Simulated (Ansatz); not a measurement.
# Structures of GaSi₂: which is lowest?

Plane-wave DFT in Ansatz with scalar-relativistic PAW potentials, cutoff 500 eV, Γ-centred meshes chosen by cell and gap, Gaussian smearing with energies taken to zero width. Every cell was relaxed (cell and atoms) in a run of its own, within the symmetry of its start. Functional: r2SCAN.

Relaxed structures (starts from databases or built by putting these elements on another compound's sites):
A. Fd-3m, 6 atoms in the computed cell, a = 7.285 Å; sites (symmetry × multiplicity) Ga -43m × 8, Si .-3m × 16; start: built
B. I4/mmm, 3 atoms in the computed cell, a = 3.508 Å, c = 8.452 Å; sites (symmetry × multiplicity) Ga 4/mmm × 2, Si -4m2 × 4; start: built

**Question.** Rank them by energy. Could pressure change the order?

**Answer.**
| structure | group | E − E(lowest) (meV/atom) | V (Å³/atom) | gap on mesh (eV) |
| --- | --- | --- | --- | --- |
| B | I4/mmm | 0.0 | 17.34 | 0.00 |
| A | Fd-3m | 137 | 16.11 | 0.00 |

B is lowest, 137 meV/atom under A. A is denser by 1.23 Å³/atom, so pressure favours it: ΔE/ΔV, with ΔE in eV and 1 eV/Å³ = 160.2 GPa, gives about 18 GPa for equal enthalpy if both cells were rigid; at such pressures compression changes ΔV much, so this is a scale only. Other structures may lie lower than all of these, and vibrations aren't counted.